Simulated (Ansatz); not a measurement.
GaIr: pressure against volume

A database entry relaxed whole under r2SCAN (Pm-3m):

```
Ga Ir
1.0
     3.02596    0.00000    0.00000
     0.00000    3.02596    0.00000
     0.00000    0.00000    3.02596
Ga Ir
1 1
Cartesian
  0.0000 0.0000 0.0000
  1.5130 1.5130 1.5130
```

The cell was scaled uniformly, its shape held, and the atoms relaxed at each volume with plane-wave PAW DFT (Ansatz 0.2.0; r2SCAN, 500 eV, 11×11×11 Γ-centred mesh, fermi-dirac occupations of width 0.100 eV; no spin, no spin-orbit coupling). One row is withheld.

```
volume (Å³/atom)  energy over the lowest (meV/atom)  pressure (GPa)
          13.022                               43.5           17.78
          13.299                               18.7           11.20
          13.576                                4.6            5.35
          13.853                                0.0            0.15
          14.131                                  ?               ?
          14.408                               15.4           -8.55
          14.685                               33.5          -12.18
```

Problem. Fit the pressures of the other rows to the third-order Birch-Murnaghan form.

Solution. With f = [(V₀/V)^(2/3) − 1]/2 and P = 3B₀f(1 + 2f)^(5/2)[1 + 3(B₀′ − 4)f/2], least squares gives V₀ = 13.86 Å³ an atom, B₀ = 244 GPa and B₀′ = 4.9; the rows miss the fit by less than 0.01 GPa. The slope of the energies differs from these pressures by 0.10 GPa, since they are taken to zero smearing while pressures follow the free energy.

Problem. What does the withheld row hold?

Solution. The fit gives -4.46 GPa at 14.131 Å³; the run gave -4.46 GPa and 3.9 meV an atom.

Caveats: the shape of the cell was held; 0 K, fixed nuclei; the symmetry was kept, and this need not be the phase that is stable at 0 K; one mesh for all volumes; pressure is positive in compression.
